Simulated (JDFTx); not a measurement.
System: Si(111) (Fd-3m bulk; lattice of mp-149, not re-optimised at this level), (2×1) cell of 8 atoms in 4 planes, area 25.66 Å² a face, 3.9 Å between the outermost planes in a cell 22.9 Å high; k mesh 3×6×1, Fermi width 0.003 Ha, no spin polarisation. Both faces carry F and Cl (1.00 monolayer in all).

All numbers are PBE, GBRV ultrasoft potentials, plane waves to 20/100 Ha results from a modified build of JDFTx, not measurements. Each face has two sites a cell, capped by F and F, F and Cl, or Cl and Cl, and relaxed in vacuum within the start's symmetry. The ionisation potential is minus the Kohn-Sham valence edge against vacuum. Liquid: CANDLE, water, 0.5 M NaF; SHE by the 4.44 V convention. Reconstruction of the substrate beyond this cell is outside the model. The edges are semilocal Kohn-Sham levels of this thin slab, taken over the k mesh, and may belong to surface states.

```json
[
 {"caps": "all F", "ionisation potential (eV)": "6.59", "valence edge in liquid (V vs SHE)": "2.00"},
 {"caps": "half F, half Cl", "ionisation potential (eV)": "(withheld)", "valence edge in liquid (V vs SHE)": "(withheld)"},
 {"caps": "all Cl", "ionisation potential (eV)": "5.72", "valence edge in liquid (V vs SHE)": "1.19"}
]
```

### Question
Predict the half-covered face from the two pure ones.

### Answer

- half F, half Cl, ionisation potential (eV): 6.07
- half F, half Cl, valence edge in liquid (V vs SHE): 1.59

The half-covered face lies -0.09 eV from the mean of the two ionisation potentials, and its valence edge in the liquid 0.00 V from the mean.
